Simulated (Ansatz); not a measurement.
The start is a randomly generated symmetric cell of SrTiO3 (space group No. 183). The structure is fully relaxed (lattice and positions, P = 0) with PBEsol (plane waves to 420 eV, PAW, scalar-relativistic; Ansatz, a first-principles code). The first steps use a coarse 4×4×8 k-mesh.

Starting cell:
```
SrTiO3
1.0
    7.27568     0.00000     0.00000
   -3.63784     6.30092     0.00000
    0.00000     0.00000     2.92765
O Sr Ti
6 2 2
Direct
  0.28247   0.00000   0.02931
  0.00000   0.28247   0.02931
  0.71753   0.71753   0.02931
  0.71753   0.00000   0.02931
  0.00000   0.71753   0.02931
  0.28247   0.28247   0.02931
  0.33333   0.66667   0.68923
  0.66667   0.33333   0.68923
  0.00000   0.00000   0.33187
  0.00000   0.00000   0.83157
```

```json
{
 "outcome": "The space group goes from P6mm (No. 183) to P6/mmm (No. 191), with 10 atoms in the primitive cell",
 "energy_released": "about 2.2 eV/atom",
 "volume_change": "+55.3 %, from 13.42 to 20.85 Å³/atom",
 "Shortest distances (start → end)": "The closest pairs of elements (up to four, under 3.6 Å), start → end: Ti–Ti 1.46 → 2.00 Å; O–O 2.06 → 1.98 Å; O–Ti 2.14 → 2.21 Å; O–Sr 2.81 → 2.47 Å",
 "optimiser_moves": "43"
}
```

Relaxed structure:

```cif
data_O6Sr2Ti2
_chemical_formula_sum 'O6 Sr2 Ti2'
_space_group_name_H-M_alt 'P6/mmm'
_space_group_IT_number 191
_space_group_name_Hall '-P 6 2'
_cell_length_a 6.88218
_cell_length_b 6.88218
_cell_length_c 5.08302
_cell_angle_alpha 90.000
_cell_angle_beta 90.000
_cell_angle_gamma 120.000
loop_
_atom_site_label
_atom_site_type_symbol
_atom_site_symmetry_multiplicity
_atom_site_Wyckoff_symbol
_atom_site_fract_x
_atom_site_fract_y
_atom_site_fract_z
_atom_site_occupancy
O1 O 6 j 0.00000 0.28725 0.00000 1
Sr1 Sr 2 c 0.33333 0.66667 0.00000 1
Ti1 Ti 2 e 0.00000 0.00000 0.19651 1
```

Final values are on a 8×8×9 k-mesh of the relaxed cell. The start holds a very short contact (Ti–Ti 1.46 Å). No spin polarisation in the result. No Hubbard U is applied.

The run could not lose the symmetry of its start, so the end can be a saddle point.

The relaxed structure here is a generated cell of SrTiO3: the first start was made by a random draw of sites in a space group, and the end was not matched to a known phase here, so it may be hypothetical. Known forms of SrTiO3 include space group No. 221.
